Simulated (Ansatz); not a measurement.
CoSi: a fit and a missing row

CoSi, P2_13, a = 4.383 Å. Ansatz: r2SCAN, PAW, 500 eV, Γ-centred 8×8×8 mesh on 8 atoms, Gaussian smearing 0.10 eV; no spin polarisation. Shape and atoms are relaxed at each volume; pressure is positive in compression.

```
V (Å³/atom) P (GPa)
      9.894    17.55
     10.210     8.02
     10.525    -0.02
     10.841    -6.76
     11.157        ?
```

**Question.** Take V0 = 10.525 Å³/atom, count pressures from its P0 = -0.02 GPa, fit the third-order Birch–Murnaghan form to the other rows, and predict the missing pressure.

**Answer.** With the Eulerian strain f = ½[(V0/V)^(2/3) − 1] and y = (P − P0)/[3f(1 + 2f)^(5/2)], the form is the line y = B0 + 1.5 B0 (B0′ − 4) f. Rows (f, y): 0.02104, 251.1; 0.01023, 249.0; -0.00976, 241.8. Means f = 0.007170, y = 247.30; Σ(Δf)² = 0.0004884, ΣΔfΔy = 0.1510; the slope is their ratio. y = 245.1 + 309.2 f GPa, so B0 = 245.1 GPa and B0′ = 4 + 2 × (309.2)/(3 × 245.1) = 4.84. At V = 11.157, f = -0.01906, y = 239.21 and P = -12.43 GPa. The run gave -12.39 GPa, so the fit is 0.04 GPa too low, within twice the rms miss on the fitted rows (0.03 GPa). The form still works here, 33 % of the fitted range beyond its end.

Cost: 5 runs of about 18 core-minutes in all, on Arm Neoverse V2 (shared hosts).